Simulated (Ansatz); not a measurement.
Nb (bcc, W type)

Space group Im-3m (No. 229); a = b = c = 3.303 Å, α = β = γ = 90.00°

```csv
atom,site,symmetry,x,y,z
Nb,2a,m-3m,0.0000,0.0000,0.0000
```
(The calculation used a cell of 1 atom; values per cell refer to that cell.)

The relaxed cell is deformed in two ways at once: its volume V is scaled, and at that volume it is stretched along z (the c axis of the conventional cell) so that c/a changes. Fractional atomic positions are held.

Method: r2SCAN (plane waves to 500 eV, PAW, scalar-relativistic; Ansatz, a program for electronic structure). k mesh 20×20×20 (Γ-centred), Fermi-Dirac smearing 0.05 eV. The energy includes the smearing's −TS. Stress and pressure are positive under compression. With partly filled bands, the response to shear is sensitive to the k mesh, so small differences along c/a are uncertain. Nb is run without spin polarisation. Nb was relaxed with its symmetry unable to fall. The PAW data are Ansatz's earlier set. ΔE is measured from the relaxed starting cell.

ΔE (kJ/mol of atoms), with V/V₀ across and (c/a)/(c/a)₀ down:

```csv
(c/a)/(c/a)₀ \ V/V₀,0.920,0.960,1.000,1.040,1.080
0.960,7.6,2.3,0.6,2.0,5.9
0.980,7.1,1.8,0.2,1.6,5.5
1.000,6.9,1.6,0.0,1.4,5.3
1.020,7.1,1.8,0.2,1.6,5.5
1.040,7.7,2.3,0.7,2.0,5.9
```

P (GPa), with V/V₀ across and (c/a)/(c/a)₀ down:

```
(c/a)/(c/a)₀ \ V/V₀  0.920  0.960  1.000  1.040  1.080
-------------------  -----  -----  -----  -----  -----
0.960                 17.1    7.8    0.1   -6.2  -11.5
0.980                 17.0    7.7    0.0   -6.3  -11.6
1.000                 16.9    7.7    0.0   -6.3  -11.6
1.020                 17.0    7.7    0.0   -6.3  -11.6
1.040                 17.1    7.8    0.2   -6.2  -11.5
```

Summary:

```
Quantity                                                              Value
-------------------------  ------------------------------------------------
Lowest place on the grid    V/V₀ = 1.000, (c/a)/(c/a)₀ = 1.000 (0 meV/atom)
Highest place on the grid  V/V₀ = 0.920, (c/a)/(c/a)₀ = 1.040 (80 meV/atom)
```

(A scan under strain: stresses follow from slopes of the energy per volume, elastic moduli from its curvatures.)
